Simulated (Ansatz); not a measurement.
Relaxed-ion elastic tensor of NiSb (NiAs type, P6_3/mmc) in GPa (Voigt order), plane-wave PAW PBEsol (Ansatz code); density 8.90 g/cm³, 16.83 Å³ per atom.

```tsv
	1	2	3	4	5	6
1	197	105	90.3	0.0	0.0	0.0
2	105	197	90.3	0.0	0.0	0.0
3	90.3	90.3	204	0.0	0.0	0.0
4	0.0	0.0	0.0	69.8	0.0	0.0
5	0.0	0.0	0.0	0.0	69.8	0.0
6	0.0	0.0	0.0	0.0	0.0	45.9
```

### Question
Is the crystal mechanically stable?

### Answer
Yes: the smallest eigenvalue of C is 45.9 GPa.

### Question
Work out the Voigt, Reuss and Hill averages.

### Answer
K_V = 130, K_R = 130, K_H = 130; G_V = 57.9, G_R = 55.9, G_H = 56.9 GPa.

### Question
Give Young's modulus, Poisson's ratio, Pugh's ratio and the universal anisotropy index.

### Answer
E = 9KG/(3K + G) = 149 GPa; ν = 0.31; K/G = 2.28 (ductile by the Pugh limit of 1.75); A_U = 5G_V/G_R + K_V/K_R − 6 = 0.18.

### Question
Estimate the sound speeds and the Debye temperature.

### Answer
v_l = √((K + 4G/3)/ρ) = 4810 m/s, v_t = √(G/ρ) = 2530 m/s, mean 2830 m/s; Θ = (h/k)(3n/4πV)^(1/3) v_m = 328 K.

### Question
How much does each axis shrink under pressure?

### Answer
Linear compressibilities β_i = Σ_j S_ij (j = 1 to 3): x 2.5, y 2.5, z 2.7 per TPa.

The PBEsol relaxation kept the symmetry of its start; of distortions, only those at the zone centre were tested. The workflow began spin-polarised and lost its moments. As this level gives no gap, shear constants depend on the k-mesh and smearing (Fermi–Dirac, 0.1 eV here). On the denser mesh and wider smearing of the elastic run this cell carries a stress of 0.3 GPa. Scalar-relativistic: spin–orbit coupling is off unless named, which matters more the heavier the elements.

Potentials: the later of the program's two PAW sets.
